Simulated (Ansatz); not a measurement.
**MgTlSe₂, a known structure type with other elements, at an estimated volume**

```xyz
8
Lattice="0.0000 0.0000 6.2996 4.0492 -4.0492 3.1498 4.0492 4.0492 -3.1498" Properties=species:S:1:pos:R:3 pbc="T T T"
Tl    0.0000    0.0000    1.5749
Tl    0.0000    0.0000    4.7247
Se    5.3992    1.3500    3.1498
Se    2.6992    1.3500    0.0000
Se    2.6992   -1.3500    3.1498
Se    5.3992   -1.3500    6.2996
Mg    4.0492    0.0000    4.7247
Mg    4.0492    0.0000    1.5749
```

Level: PBE, no spin polarisation; 420 eV; 7×7×7 Γ-centred mesh; fermi-dirac occupations (width 0.1 eV); Ansatz 0.2.0, fixed geometry.

Question: Metal or insulator?

Answer: It is a metal, with about 9.4 states/eV a cell as the mean within 0.25 eV of the Fermi level, mostly Se p (90 %).

Question: Which atom feels the largest force, and which way?

Answer: The largest is on Se3 (and as large on other atoms): 1.17 eV/Å, components (0.83, 0.83, 0.00). It makes 140° with the line to a nearest neighbour, Mg8 at 2.47 Å, pointing away from it.

Question: What is the formation energy?

Answer: -0.45 eV an atom against the elements' usual phases (free molecules for gases, crystals otherwise, with no correction for O₂ or N₂), so it is bound against them; other compounds may still compete. Relaxing would lower it.

Question: Is the cell too large or too small?

Answer: The pressure is 4.3 GPa (compression positive), so with the atoms held at these fractions the cell would first expand; the forces are large, so a full relaxation may end otherwise. The principal stresses 2.4, 2.4, 8.0 GPa differ, so its shape would change too.

Origin: a known structure type with other elements, at an estimated volume, so it need not be a known compound. Caveats: many states at the Fermi level without spin polarisation, so a magnetic state may lie lower.
